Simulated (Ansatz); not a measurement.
AlRu in space group Cmcm (No. 63; Al on 4c, Ru on 4c), PBE in the plane-wave PAW code Ansatz, all energies at zero smearing, with the estimated change up to a 700 eV cutoff added, with one set of potentials and settings (totals compare only within such a set). Cell of 4 atoms (2 Al, 2 Ru): -12834.215 eV.

```
element                reference phase  E (eV/atom)
-------  -----------------------------  -----------
Al          Fm-3m, 1 atoms in the cell    -537.5055
Ru       P6_3/mmc, 2 atoms in the cell   -5878.7331
```

Formation energy per atom, worked out: (-12834.215 − 2×(-537.5055) − 2×(-5878.7331))/4 = -0.434 eV/atom (-42 kJ per mol of atoms), at 0 K, without zero-point energy or fitted corrections.

The start of the workflow was typed in or built on a structure type; neither database checked (COD, Materials Project) lists it. COD files the formula under space group No. 221. Whether it is the stable phase at ambient conditions was not checked. The cell was relaxed with PBE under the symmetry of its start; whether a distortion lowers the energy is not shown. The run is not spin-polarised. The references are the lowest solids computed at this level, not always the standard phases.

Potentials: the earlier of the program's two PAW sets.
